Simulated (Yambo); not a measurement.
Material: MoS$_{2}$ (space group R3m, No. 160); a = b = c = 6.2665 Å, α = β = γ = 29.15° (3 atoms in the cell). Cell and atoms were relaxed with PBE+D3(BJ) from Materials Project entry mp-1434, within its symmetry.

With PBEsol (Quantum ESPRESSO, PseudoDojo norm-conserving, 80 Ry, no spin-orbit coupling), the gap between the mesh's edge points (Z → (0, 0.167, -0.167)) is 0.750 eV.

**Question.** What does a G0W0 run in Yambo give for it (6×6×6 Γ-centred k mesh, bands 2 to 107 and a 8 Ry block in the screening, 107 bands in G with the Bruneval-Gonze terminator, plasmon pole fitted at 27.2 eV)?

**Answer.** The correction is 0.393 eV, giving 1.143 eV, 1.5 times the PBEsol value.  Convergence of the G0W0 settings was not tested. Spin-orbit splittings are left out.
